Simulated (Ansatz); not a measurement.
**HfTeS: computed property card**

HfTeS:
```
CELL_PARAMETERS angstrom
      3.68267     0.00000     0.00000
     -1.84133     3.18928     0.00000
      0.00000     0.00000     6.19958
ATOMIC_POSITIONS crystal
  Hf 0.33333 0.66667 0.03134
  Te 0.00000 0.00000 0.72492
  S  0.66667 0.33333 0.24374
```

Space group P3m1 (No. 156); conventional cell a = b = 3.6827 Å, c = 6.1996 Å, α = β = 90.00°, γ = 120.00°.

Method: LDA in the plane-wave PAW code Ansatz. Structure relaxed to zero pressure with the same functional. Other levels are named where they apply.

### Cell and energy

```
Item                                                          Result
-----------------------------------------------------  -------------
Volume per atom                                             24.27 Å³
Density                                                   7.71 g/cm³
Formation energy from the elements (no fitted shifts)  -1.20 eV/atom
```

### Electronic structure

```
Item                                                                        Result
------------------------------------  --------------------------------------------
Electronic character                                             metallic (no gap)
Density of states at the Fermi level  0.26 states/eV per atom (mean over ±0.08 eV)
```

### Mechanics

```
Item                                   Value
----------------------------------  --------
Bulk modulus (Birch–Murnaghan fit)  28.2 GPa
Pressure derivative B′                  10.9
```

### Phonons

```
Quantity                                       Result
-----------------------------  ----------------------
Highest zone-centre frequency               289 cm^-1
Zone-centre stability          no imaginary mode at Γ
```

The first step of the workflow began from a Materials Project structure, measured or hypothetical; the Crystallography Open Database copy checked does not list it. Whether it is the stable phase at ambient conditions was not checked. The cell was relaxed with LDA under the symmetry of its start. No spin polarisation was allowed. A crystal of weakly bound layers computed without a dispersion correction: the cell and the soft elastic constants depend strongly on that. As this level gives no gap, phonon frequencies hold no LO–TO term and depend on the k-mesh and smearing (Fermi–Dirac, 0.1 eV here). The references are the lowest solids computed at this level, not always the standard phases. Scalar-relativistic: spin–orbit coupling is off unless named, which matters more the heavier the elements.

Potentials: the later of the program's two PAW sets.
